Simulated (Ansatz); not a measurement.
How much do the gradients of ZnPtC₆N₆ depend on the method?

Cell: an entry of the Crystallography Open Database (COD) whose atoms were relaxed with PBE, the cell held.

```cif
data_structure
_symmetry_space_group_name_H-M 'P 1'
_symmetry_Int_Tables_number 1
_cell_length_a 7.4402
_cell_length_b 7.4402
_cell_length_c 7.4402
_cell_angle_alpha 60.000
_cell_angle_beta 60.000
_cell_angle_gamma 60.000
_cell_volume 291.23
loop_
_atom_site_label
_atom_site_type_symbol
_atom_site_fract_x
_atom_site_fract_y
_atom_site_fract_z
_atom_site_occupancy
Zn1 Zn 0.50000 0.50000 0.50000 1
Pt2 Pt 0.00000 0.00000 0.00000 1
C3 C 0.19024 0.19024 0.80976 1
C4 C 0.80976 0.80976 0.19024 1
C5 C 0.80976 0.19024 0.19024 1
C6 C 0.19024 0.80976 0.80976 1
C7 C 0.19024 0.80976 0.19024 1
C8 C 0.80976 0.19024 0.80976 1
N9 N 0.30010 0.30010 0.69990 1
N10 N 0.69990 0.69990 0.30010 1
N11 N 0.69990 0.30010 0.30010 1
N12 N 0.30010 0.69990 0.69990 1
N13 N 0.30010 0.69990 0.30010 1
N14 N 0.69990 0.30010 0.69990 1
```

Atom numbers follow the list; atoms alike are taken as one site, whose name carries the number of the first.

First run. Level of theory: DFT, PBE, plane waves and PAW, scalar-relativistic, 420 eV cutoff, Γ-centred 6×6×6 k-points, Fermi–Dirac smearing 0.05 eV (Ansatz 0.2.0).

```tsv
site	atom	V_zz (10²¹ V/m²)	η
C	3	-3.78	0.00
N	9	-5.82	0.00
```

Second run. The same atoms and settings, except that spin–orbit coupling is included (fully relativistic PAW files).

**Question.** Given the first result, estimate the second.

**Answer.** 

| site | atom | V_zz | η | change of V_zz |
| --- | --- | --- | --- | --- |
| C | 3 | -3.78 | 0.00 | 0.00 |
| N | 9 | -5.83 | 0.00 | -0.01 |

No V_zz moves by more than 0.01. Sites without a gradient aren't listed.

The database entry as given showed forces above 3 eV/Å or a pressure above 30 GPa, though relaxing it moves no atom far.
